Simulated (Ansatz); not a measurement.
This cell of LaTiO$_{3}$ (cubic perovskite) is off equilibrium:

```
LaTiO3
1.0
    3.93103     0.00000     0.00000
    0.00000     3.93103     0.00000
    0.00000     0.00000     4.00965
La Ti O
1 1 3
Direct
  0.00000   0.00000   0.00000
  0.50000   0.50000   0.50000
  0.00000   0.50000   0.50000
  0.50000   0.00000   0.50000
  0.50000   0.50000   0.00000
```

Level of theory: PBEsol (plane waves to 420 eV, PAW, scalar-relativistic; Ansatz, a program for electronic structure). k mesh 12×12×12 (Γ-centred), Fermi-Dirac smearing 0.05 eV. Energies are smeared free energies. Compression counts positive. With partly filled bands, the response to shear is sensitive to the k mesh, so small differences along c/a are uncertain. LaTiO3 is run without spin polarisation and with no Hubbard U. LaTiO3 was relaxed with its symmetry unable to fall. This is one of several known forms of LaTiO3; the measured ambient cells at hand have space group No. 62.

Question: What is the stress tensor (GPa)?

Answer: 
```
   -5.8      0.0      0.0
    0.0     -5.8      0.0
    0.0      0.0     -9.7
```
The pressure, a third of the trace, is -7.1 GPa.

Question: It is the relaxed cell deformed to V/V₀ = 1.040, (c/a)/(c/a)₀ = 1.020, c along z, fractional positions held. What is its energy relative to the relaxed cell?

Answer: 13 meV/atom.

(Under strain, the slope of the energy per volume gives the stress and its curvature an elastic modulus.)
